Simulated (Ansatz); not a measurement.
P:
```cif
data_P8
_chemical_formula_sum 'P8'
_space_group_name_H-M_alt 'Cmce'
_space_group_IT_number 64
_space_group_name_Hall '-C 2ac 2'
_cell_length_a 3.29763
_cell_length_b 10.68769
_cell_length_c 4.47307
_cell_angle_alpha 90.000
_cell_angle_beta 90.000
_cell_angle_gamma 90.000
loop_
_atom_site_label
_atom_site_type_symbol
_atom_site_symmetry_multiplicity
_atom_site_Wyckoff_symbol
_atom_site_fract_x
_atom_site_fract_y
_atom_site_fract_z
_atom_site_occupancy
P1 P 8 f 0.00000 0.40123 0.41435 1
```
(The calculation used a cell of 4 atoms; values per cell refer to that cell.)

Relaxed at zero pressure with the program Ansatz at the r²SCAN+D4 level (PAW).

The volume is raised by 9 % and shape and atoms relax at that volume. What pressure results, and how do the axes share the change?

-1.5 GPa; a 0.1 %, b 5.7 %, c 3.1 %; the energy rises by 9 meV/atom.

Give the new structure.


Space group Cmce (No. 64); a = 3.301 Å, b = 11.293 Å, c = 4.610 Å, α = β = γ = 90.00°

```csv
atom,site,symmetry,x,y,z
P,8f,m..,0.0000,0.4071,0.4098
```

The phase is kept; no other phase was compared at this pressure.

The r²SCAN+D4 relaxation kept the symmetry of its start; of distortions, only those at the zone centre were tested.

Potentials: the later of the program's two PAW sets.
